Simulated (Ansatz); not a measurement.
**Structure relaxation, CoSi$_{2}$**

The start is a generated cell, CoSi2 built in the C54 structure type. A full variable-cell relaxation at zero pressure is run with PBEsol (plane waves to 420 eV, PAW, scalar-relativistic; Ansatz, an electronic-structure program). The first steps use a coarse 7×7×7 k-mesh.

The start:
```yaml
crystal:
  lattice:
    - [0.00000, 3.89481, 4.02832]
    - [2.26138, 0.00000, 4.02832]
    - [2.26138, 3.89481, 0.00000]
  atoms:
    - { symbol: Si, position: [0.66350, 0.33650, 0.66350] }
    - { symbol: Si, position: [0.33650, 0.66350, 0.33650] }
    - { symbol: Si, position: [0.58650, 0.91350, 0.58650] }
    - { symbol: Si, position: [0.91350, 0.58650, 0.91350] }
    - { symbol: Co, position: [0.00000, 0.00000, 0.00000] }
    - { symbol: Co, position: [0.25000, 0.25000, 0.25000] }
```
Spin-polarised start, with parallel moments on Co.

Question: What is the largest force in the starting geometry, and on which atom (counted from 1)?

Answer: About 0.5 eV/Å, on Si1, Si2, Si3, Si4 (atoms numbered as listed).

Question: How much energy is released per atom?

Answer: 0.10 eV/atom.

Question: How does the volume change?

Answer: -1.6 %, from 11.83 to 11.64 Å³/atom.

Question: Is the relaxed structure metallic? Give its gap.

Answer: Zero (metallic).

The space group stays Fddd (No. 70) (the run could not lower it), with 6 atoms in the primitive cell. Final values are on a 12×12×12 k-mesh of the relaxed cell. No spin polarisation in the result: the starting moments vanished. A magnetic state may lie lower.

The run could not lose the symmetry of its start, so the end can be a saddle point.

The relaxed structure here is a generated cell of CoSi2: the first start was made by placing the elements on the sites of a structure type, and the end was not matched to a known phase here, so it may be hypothetical. Known forms of CoSi2 include space group No. 225.
